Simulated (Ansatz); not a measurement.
NaH (rock salt, Fm-3m), a = 4.7914 Å, b = 4.7914 Å, c = 4.7914 Å, α = 90.00°, β = 90.00°, γ = 90.00°; the cell used has 2 atoms.

Relaxed with PBEsol.

Give the optical modes at the zone centre with their infrared activity from DFPT, plane-wave PAW PBEsol (Ansatz code).

Transverse frequencies, without the LO–TO term; a row sums one degenerate level.

| ω (cm⁻¹) | degeneracy | IR ((D/Å)²/amu) | activity | symmetry |
|---|---|---|---|---|
| 519 | 3 | 65.99 | IR | T1u |

How high does the top mode go among those that the LO–TO term moves?

892 cm⁻¹ for q along x.

The cell was relaxed with PBEsol under the symmetry of its start; of distortions, only those at the zone centre were tested.

Potentials: the later of the program's two PAW sets.
